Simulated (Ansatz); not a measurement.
SmCrO₃:
```xyz
5
Lattice="3.7917 0.0000 0.0000 0.0000 3.7917 0.0000 0.0000 0.0000 3.7917" Properties=species:S:1:pos:R:3 pbc="T T T"
Cr     1.8959     1.8959     1.8959
Sm     0.0000     0.0000     0.0000
O      1.8959     1.8959     0.0000
O      0.0000     1.8959     1.8959
O      1.8959     0.0000     1.8959
```
The run is spin-polarised; directions of the spins, atom by atom: ↑ ↑ 0 0 0.

Relaxed with PBEsol.

Question: Give the Bader charges and basin volumes of the independent atoms, PBEsol (plane waves, PAW; program Ansatz).

Answer: 

```tsv
atom	Bader charge (e)	Bader volume (Å³)
Cr1	+1.84	6.8
Sm2	+1.81	15.8
O3	-1.22	10.7
```

Space group Pm-3m (cubic perovskite). The workflow started from an entry of the Crystallography Open Database (COD). Whether it is the stable phase at ambient conditions was not checked. The PBEsol relaxation kept the symmetry of its start; its stability against distortions is not shown here. Magnetic state: ferromagnetic, the only order run, not a proven ground state. Caveat: open 4f shells can settle in a state that is not the lowest. No Hubbard U is applied. Scalar-relativistic: spin–orbit coupling is off unless named, which matters more the heavier the elements.

Potentials: the later of the program's two PAW sets.
